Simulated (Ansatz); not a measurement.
TaSi2 (MoSi2 or CaC2 type, I4/mmm) at seven volumes, plane-wave PAW PBE (Ansatz code), shape and atoms relaxed at each. One row is withheld.

```
V (Å³/atom)  P (GPa)
-----------  -------
13.426         20.67
13.869         12.65
14.312          5.82
14.754          0.00
15.197             ?
15.640         -9.14
16.082        -12.68
```

Fit the shown pressures and predict the withheld one.

P = (3/2)B₀(x^(7/2) − x^(5/2))[1 + (3/4)(B′ − 4)(x − 1)] with x = (V₀/V)^(2/3). Least squares on the six rows gives V₀ = 14.755 Å³/atom, B₀ = 178 GPa, B′ = 4.38. At V = 15.197, x = 0.9805 and P = -4.93 GPa. The run itself gave -4.95 GPa.

The cell is a constructed one: a structure type filled with these elements; neither database checked (COD, Materials Project) lists it. COD files the formula under space group No. 180, 181, so this cell is another polymorph or a model. Whether it is the stable phase at ambient conditions was not checked. Symmetry was held in the PBE relaxation; its stability against distortions is not shown here. The run is not spin-polarised. Scalar-relativistic: spin–orbit coupling is off unless named, which matters more the heavier the elements.

Potentials: the later of the program's two PAW sets.
